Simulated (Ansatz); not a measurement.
Space group P-62m (No. 189). a = 6.829 Å, b = 6.829 Å, c = 3.308 Å, α = 90.00°, β = 90.00°, γ = 120.00°
```json
{"atom": "Nb", "site": "3g", "symmetry": "m2m", "x": "0.4023", "y": "0.4023", "z": "0.5000"}
{"atom": "Si", "site": "2c", "symmetry": "-6..", "x": "0.6667", "y": "0.3333", "z": "0.0000"}
{"atom": "Si", "site": "1b", "symmetry": "-62m", "x": "0.0000", "y": "0.0000", "z": "0.5000"}
{"atom": "Re", "site": "3f", "symmetry": "m2m", "x": "0.7422", "y": "0.7422", "z": "0.0000"}
```

Equation of state of this NbReSi structure (not necessarily the ground state), with shape and atoms relaxed at each volume where symmetry leaves them free. It has no gap at any of these volumes. Theory: DFT r2SCAN, scalar-relativistic, plane waves, PAW in Ansatz 0.2.0.

Settings: cutoff 500 eV, Γ-centred mesh 6×6×12 on the computed 9-atom cell, Gaussian smearing of 0.10 eV; no spin polarisation.

| V (Å³/atom) | E − E(largest V) (meV/atom) | P (GPa) |
| --- | --- | --- |
| 13.065 | 113.85 | 43.46 |
| 13.511 | 12.34 | 29.90 |
| 13.956 | -54.23 | 18.31 |
| 14.402 | -90.95 | 8.41 |
| 14.847 | -102.22 | -0.04 |
| 15.293 | -91.76 | -7.25 |
| 15.738 | -62.77 | -13.39 |
| 16.332 | 0.00 | -20.16 |

Q: Fit a third-order Birch–Murnaghan equation to E(V).

A: V0 = 14.84 Å³/atom, B0 = 260 GPa, B0' = 4.3.

Spin-orbit coupling is left out, which matters for the bands of heavy elements.

Cost: 8 runs of about 32 core-minutes in all, on Oxide Virtual Turin-like Processor (Zen 5) (shared hosts).